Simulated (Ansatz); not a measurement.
V₂SiN:
```cif
data_N2Si2V4
_chemical_formula_sum 'V4 Si2 N2'
_space_group_name_H-M_alt 'P63/mmc'
_space_group_IT_number 194
_space_group_name_Hall '-P 6c 2c'
_cell_length_a 2.89364
_cell_length_b 2.89364
_cell_length_c 12.00725
_cell_angle_alpha 90.000
_cell_angle_beta 90.000
_cell_angle_gamma 120.000
loop_
_atom_site_label
_atom_site_type_symbol
_atom_site_symmetry_multiplicity
_atom_site_Wyckoff_symbol
_atom_site_fract_x
_atom_site_fract_y
_atom_site_fract_z
_atom_site_occupancy
V1 V 4 f 0.33333 0.66667 0.08935 1
Si1 Si 2 d 0.66667 0.33333 0.25000 1
N1 N 2 a 0.00000 0.00000 0.00000 1
```

Relaxed at zero pressure with the program Ansatz at the PBEsol level (PAW).

**Question.** The volume is raised by 3 % and shape and atoms relax at that volume. What pressure results, and how do the axes share the change?

**Answer.** -6.2 GPa; a 1.2 %, b 1.2 %, c 0.7 %; the energy rises by 6 meV/atom.

**Question.** Give the new structure.

**Answer.** 
Space group P6₃/mmc (No. 194); a = 2.9270 Å, b = 2.9270 Å, c = 12.0872 Å, α = 90.00°, β = 90.00°, γ = 120.00°

```tsv
atom	site	symmetry	x	y	z
V	4f	3m.	0.3333	0.6667	0.0884
Si	2d	-6m2	0.6667	0.3333	0.2500
N	2a	-3m.	0.0000	0.0000	0.0000
```

The phase is kept; no other phase was compared at this pressure.

Space group P6_3/mmc. The start of the workflow was typed in or built on a structure type; neither database checked (COD, Materials Project) lists it. Its standing as an ambient phase is unchecked. The cell was relaxed with PBEsol under the symmetry of its start; whether a distortion lowers the energy is not shown. The workflow began spin-polarised and lost its moments.

Potentials: the earlier of the program's two PAW sets. The files were generated under PBE; for other functionals the program regenerates the frozen cores, and for LDA and PBEsol the local potential too.
